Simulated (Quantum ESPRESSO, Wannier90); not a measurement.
## Wannier functions of In$_{2}$SbAs (R3m)

```
In2SbAs
1.0
   -2.26984     3.93147     0.00000
   -4.53967     0.00000     0.00000
   -2.26984     1.31049     7.40137
In Sb As
2 1 1
Direct
  0.99508   0.99508   0.01475
  0.50486   0.50486   0.48542
  0.37531   0.37531   0.87407
  0.87473   0.87473   0.37580
```

Materials Project entry mp-1223844; symmetrised, unrelaxed at this level. Not found in the COD (Crystallography Open Database) copy used; not checked further. Method: PBEsol plane waves in Quantum ESPRESSO 7.5 (PseudoDojo norm-conserving files, 68 Ry, no spin polarisation, no spin-orbit coupling), Bloch states on a 4×4×4 mesh through Γ, Wannier90 4.0.1. Density: 8×8×8 mesh, cold smearing 0.01 Ry. Spin-orbit coupling is left out although heavy elements are present.

Functional, cutoff and mesh named above are those of the base row (4×4×4); the first column says what each row takes instead. Model: 16 functions from bands 21-46, start hydrogen-like In: s;p; Sb: s;p; As: s;p, centres 0.05 Å off the atoms, frozen window tied to the conduction edge or Fermi level of each row, as listed, which moves Ω_I and hoppings a little by itself. Energies are relative to the Fermi level; the misfit is to pw.x on a path, for states up to 1.0 eV relative to the Fermi level. Only the mesh of Bloch states changes. The disentangled Ω_I can sit in another minimum from row to row.

```
mesh   frozen to (eV)  Ω_I (Å²)  rms misfit (meV)  k-points (cost)  rough cost of nscf and overlaps (first row = 1)
-----  --------------  --------  ----------------  ---------------  -----------------------------------------------
2×2×2            1.50     21.49               138                8                                              1.0
3×3×3            1.50     24.90                65               27                                                3
4×4×4            1.50     26.93                16               64                                                7
5×5×5            1.50     27.87               7.4              125                                               12
```
